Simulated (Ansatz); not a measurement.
Starting cell, WC (WC type, space group P-6m2):

```
CELL_PARAMETERS angstrom
      2.91216     0.00000     0.00000
     -1.45608     2.52201     0.00000
      0.00000     0.00000     2.83623
ATOMIC_POSITIONS crystal
  W  0.00000 0.00000 0.00000
  C  0.66667 0.33333 0.50000
```

Scan: atom 2 (C, nearest neighbour W at 2.200 Å; its periodic images, 2.8 Å or more away, move with it) is displaced towards the nearest neighbour, direction (0.000, 0.764, -0.645) in Cartesian axes, by s. The other atoms stay.

Computed with r2SCAN (plane waves to 500 eV, PAW, scalar-relativistic; Ansatz, an electronic-structure program). k mesh 15×15×13 (Γ-centred), Fermi-Dirac smearing 0.05 eV. Energies are smeared free energies. Left out: 1 of 11 points, with atoms too close for the PAW data. With partly filled bands, energies and forces of such displacements shift with the k mesh and the smearing. Spin-orbit coupling is left out, though W is heavy. WC is run without spin polarisation. WC was relaxed with its symmetry unable to fall. ΔE is measured from the undisplaced structure. The last digit holds for this mesh only.

```json
[
 {"s (Å)": "-0.440", "ΔE (meV/cell)": "1451.7"},
 {"s (Å)": "-0.352", "ΔE (meV/cell)": "withheld"},
 {"s (Å)": "-0.264", "ΔE (meV/cell)": "514.4"},
 {"s (Å)": "-0.176", "ΔE (meV/cell)": "227.1"},
 {"s (Å)": "-0.088", "ΔE (meV/cell)": "56.7"},
 {"s (Å)": "0.000", "ΔE (meV/cell)": "0.0"},
 {"s (Å)": "0.088", "ΔE (meV/cell)": "58.6"},
 {"s (Å)": "0.176", "ΔE (meV/cell)": "244.6"},
 {"s (Å)": "0.264", "ΔE (meV/cell)": "580.7"},
 {"s (Å)": "0.352", "ΔE (meV/cell)": "1104.4"}
]
```

**Question.** Fit a polynomial form (powers 2, 3, 4) to the given rows and predict ΔE at s = -0.352.

**Answer.** Least squares on the 9 given rows: ΔE = (7532)·s² + (2159)·s³ + (4771)·s⁴, in meV/cell with s in Å; root-mean-square residual 3.83 meV/cell. At -0.352 the fit gives 912.3 meV/cell; the calculation gives 922.5 meV/cell, so the interpolation is off by -10.2 (-1.1 %). The quadratic term alone would give 933.2 meV/cell.

(For displaced atoms, the force is minus the slope of the energy, and its curvature is a force constant, which sets phonon frequencies.)
